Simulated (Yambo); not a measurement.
One stored BSE kernel of dimension 1944 for BeTe (zinc blende, space group F-43m, No. 216) (Yambo, PBEsol bands; 6×6×6 mesh, 3 valence and 3 conduction bands, static screening with 24 bands and a 4 Ry block, scissor 1.66 eV, Tamm-Dancoff; broadening 0.15 eV; field along x), solved in several ways.

```
solver                      iterations  largest change of Im ε (% of its maximum)              rough time
--------------------------  ----------  -----------------------------------------  ----------------------
Haydock, threshold 2 %               8                                         91  within a factor of two
Haydock, threshold 0.5 %            19                                         11  within a factor of two
Haydock, threshold 0.1 %            33                                        4.8  within a factor of two
Haydock, threshold 0.005 %          70                                        0.3                       1
SLEPc, lowest 10 states              –                           no full spectrum  within a factor of two
SLEPc, lowest 60 states              –                           no full spectrum  within a factor of two
full diagonalisation                 –                                  reference               about 10×
```

Haydock gives the spectrum without eigenstates, SLEPc the lowest states alone, full diagonalisation everything at a cost that grows as the cube of the dimension. Times include reading the kernel. Times are rough ratios from shared machines. Mesh and scissor weren't tested; the rows compare only with each other.

Spin-orbit coupling is not included.

Geometry relaxed with PBEsol; primitive cell a = b = c = 3.965 Å, α = β = γ = 60.00°.
